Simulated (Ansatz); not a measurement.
# AlAu: reading a single point

```xyz
4
Lattice="2.9516 0.0000 0.0000 -1.4758 2.5562 0.0000 -1.4758 0.8521 8.8895" Properties=species:S:1:pos:R:3 pbc="T T T"
Al    0.0000    1.7041    1.0997
Al    0.0000    1.7041    7.7898
Au    1.4758    0.8521    5.6413
Au   -1.4758    2.5562    3.2482
```

Single point in Ansatz 0.2.0 with r2SCAN, no spin polarisation. Cutoff 500 eV, PAW datasets, 10×10×10 Γ-centred k mesh, fermi-dirac filling (width 0.0636 eV).

- Electronic structure: It is a metal, with about 0.67 states/eV a cell as the mean within 0.25 eV of the Fermi level, mostly Al p (43 %), Al s (15 %) and Au s (15 %).
- Forces: The largest is on Au3 (and as large on other atoms): 0.63 eV/Å, components (0.00, 0.00, 0.63). It makes 38° with the line to a nearest neighbour, Al2 at 2.74 Å, pointing towards it.
- Charges: Bader charges in e: Al +0.73, Au -0.73. In the mean Al gives up most and Au takes most.
- Formation energy: -0.16 eV an atom against the elements' usual phases (free molecules for gases, crystals otherwise, with no correction for O₂ or N₂), so it is bound against them; other compounds may still compete. Relaxing would lower it.
- Stress: The pressure is -1.3 GPa (compression positive), so with the atoms held at these fractions the cell would first shrink. The principal stresses -5.1, 0.5, 0.5 GPa differ, so its shape would change too.

Origin: a known structure type with other elements, at an estimated volume, so it need not be a known compound.
